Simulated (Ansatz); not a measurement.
YZnGa in space group P6_3/mmc (No. 194; Y on 2a, Zn on 2d, Ga on 2c), the program Ansatz at the PBE level (PAW), all energies at zero smearing, with the estimated change up to a 700 eV cutoff added, with one set of potentials and settings (totals compare only within such a set). Cell of 6 atoms (2 Y, 2 Zn, 2 Ga): -21904.969 eV.

```tsv
element	reference phase	E (eV/atom)
Y	P6_3/mmc, 2 atoms in the cell	-3848.6668
Zn	C2/m, 3 atoms in the cell	-3319.0295
Ga	Cmce, 4 atoms in the cell	-3783.0209
```

Formation energy per atom, worked out: (-21904.969 − 2×(-3848.6668) − 2×(-3319.0295) − 2×(-3783.0209))/6 = -0.589 eV/atom (-57 kJ per mol of atoms), at 0 K, without zero-point energy or fitted corrections.

The first step of the workflow began from a Materials Project structure, measured or hypothetical; the Crystallography Open Database copy checked does not list it. With Zn and Ga taken as one species the cell has the higher symmetry P6/mmm, so it may be an ordered model of a mixed-site phase. Whether it is the stable phase at ambient conditions was not checked. Symmetry was held in the PBE relaxation; its stability against distortions is not shown here. No spin polarisation was allowed. The references are the lowest solids computed at this level, not always the standard phases.

Potentials: the later of the program's two PAW sets.
